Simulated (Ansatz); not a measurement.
Molecular dynamics on a 2×2×1 supercell (12 atoms) of PtS₂ (P-3m1), relaxed with r2SCAN+rVV10. Forces come from r2SCAN in Ansatz: a Nosé-Hoover thermostat at fixed volume, 200 K, steps of 1.5 fs. Classical nuclei, no spin polarisation; a few dozen steps show the first response, not equilibrium.

```yaml
crystal:
  lattice:
    - [7.1052481869, 0.0, 0.0]
    - [-3.5526240935, 6.1533254301, 0.0]
    - [0.0, 0.0, 5.1228306381]
  atoms:
    - { symbol: Pt, position: [0.0, 0.0, 0.0] }
    - { symbol: S, position: [0.1666666667, 0.3333333333, 0.2392542164] }
    - { symbol: S, position: [0.3333333333, 0.1666666667, 0.7607457836] }
    - { symbol: Pt, position: [0.0, 0.5, 0.0] }
    - { symbol: S, position: [0.1666666667, 0.8333333333, 0.2392542164] }
    - { symbol: S, position: [0.3333333333, 0.6666666667, 0.7607457836] }
    - { symbol: Pt, position: [0.5, 0.0, 0.0] }
    - { symbol: S, position: [0.6666666667, 0.3333333333, 0.2392542164] }
    - { symbol: S, position: [0.8333333333, 0.1666666667, 0.7607457836] }
    - { symbol: Pt, position: [0.5, 0.5, 0.0] }
    - { symbol: S, position: [0.6666666667, 0.8333333333, 0.2392542164] }
    - { symbol: S, position: [0.8333333333, 0.6666666667, 0.7607457836] }
kpoints:
  mp_grid: { grid: [3, 3, 4] }
hamiltonian:
  xc: r2scan
scf:
  occupations: { method: fermi_dirac, width: 0.02 }
md:
  ensemble: nvt_nose_hoover
  temperature: 200
  timestep: 1.5
  n_steps: 20
  initial_velocities: maxwell_boltzmann
  seed: 2660
```

Run as `ansatz run input.yaml --threads 4 --pin off --max-ram 3686MiB --backend cpu --events-out ev --progress --plain --runs-dir out`.

Q: What wall time did it need on 4 threads of Arm Neoverse V2, with other jobs on the host, and how much host memory at the peak?

A: About 2.8 min, with a peak of 1.4 GiB.

Q: How do temperature and energy develop?

A: The temperature starts at 200 K, is lowest at step 18 (39 K, 27 fs) and ends at 42 K. The thermostat hasn't had time to restore it. The atoms start on their lattice sites with kinetic energy alone, so much of it first passes into potential energy. By the last step the atoms have moved 0.05 Å in the root mean square, the drift of the whole cell taken out, 0.08 Å at most.
```tsv
step	t (fs)	T (K)	free energy F from step 0 (meV/atom)	kinetic energy (meV/atom)	largest force (eV/Å)
0	0	200	0.0	23.7	0.04
1	1.5	198	0.2	23.5	0.14
2	3	194	0.7	23.0	0.24
3	4.5	188	1.4	22.3	0.34
4	6	179	2.4	21.3	0.43
5	7.5	169	3.7	20.0	0.52
6	9	157	5.1	18.6	0.60
7	10.5	144	6.6	17.1	0.67
8	12	131	8.2	15.5	0.74
9	13.5	117	9.9	13.8	0.81
10	15	103	11.5	12.2	0.86
11	16.5	90	13.1	10.6	0.91
12	18	78	14.6	9.2	0.95
13	19.5	67	15.9	7.9	0.99
14	21	57	17.1	6.8	1.01
15	22.5	49	18.0	5.9	1.05
16	24	44	18.7	5.2	1.09
17	25.5	40	19.1	4.8	1.12
18	27	39	19.3	4.6	1.15
19	28.5	39	19.2	4.7	1.17
20	30	42	18.9	5.0	1.19
```

Positions (Å) and forces (eV/Å) at step 20:
```
Pt  -0.027  -0.023  -0.009     0.624   0.121  -0.647
S    0.021   1.978   1.224     0.105   0.817  -0.046
S    1.755   1.023   3.824     0.118   0.052   0.740
Pt  -1.761   3.084   0.041     0.092  -0.488  -0.952
S   -1.791   5.116   1.179    -0.108   0.242   0.561
S   -0.014   4.175   3.855     0.224  -0.787   0.595
Pt   3.526   0.009   0.012     0.304   0.174  -0.763
S    3.545   2.022   1.205     0.047   0.404   0.297
S    5.348   1.045   3.911    -0.391  -0.040   0.034
Pt   1.817   3.089  -0.009    -1.112  -0.330  -0.254
S    1.765   5.173   1.231     0.028  -0.606  -0.059
S    3.566   4.047   3.852     0.069   0.443   0.495
```
